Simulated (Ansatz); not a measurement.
A distorted cell of Sb (A7 type, space group R-3m):

```xyz
2
Lattice="2.2130 1.2776 3.7123 -2.2130 1.2776 3.7123 0.0000 -2.5553 3.7123" Properties=species:S:1:pos:R:3 pbc="T T T"
Sb     0.0000     0.0000     2.5976
Sb     0.0000     0.0000     8.5395
```

All values below come from r2SCAN+rVV10 (plane waves to 500 eV, PAW, scalar-relativistic; Ansatz, a first-principles code). k mesh 13×13×13 (Γ-centred), Fermi-Dirac smearing 0.05 eV. Energies are smeared free energies. Stress and pressure are positive under compression. As the atoms are clamped, bonds stretch with the cell, which overstates energies and stresses. With partly filled bands, the response to shear is sensitive to the k mesh, so small differences along c/a are uncertain. Sb was relaxed with its symmetry unable to fall. Spin-orbit coupling is left out, though Sb is heavy.

Q: What is the stress tensor (GPa)?

A: 
```
   -2.4      0.0      0.0
    0.0     -2.4      0.0
    0.0      0.0     -0.4
```
The pressure, a third of the trace, is -1.8 GPa.

Q: It is the relaxed cell deformed to V/V₀ = 1.027, (c/a)/(c/a)₀ = 0.960, c along z, fractional positions held. What is its energy relative to the relaxed cell?

A: 10 meV/atom.

(Under strain, the slope of the energy per volume gives the stress and its curvature an elastic modulus.)
